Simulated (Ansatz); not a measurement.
### Question
Name crystals whose computed values (the program Ansatz at the PBEsol level (PAW)) fall in these windows: B₀ by P(V) fit (GPa) 57 to 72; G_Hill (GPa) 21 to 29; Θ_D (K) 180 to 240.

### Answer


```tsv
crystal	B₀ by P(V) fit (GPa)	G_Hill (GPa)	Θ_D (K)
Sb, simple cubic	64.9	24.6	203
```
Others may fit too.

Not the usual ambient phase: Sb, simple cubic. The cell was relaxed under the symmetry of its start. Scalar-relativistic: spin–orbit coupling is off unless named, which matters more the heavier the elements.

Potentials: the earlier of the program's two PAW sets.
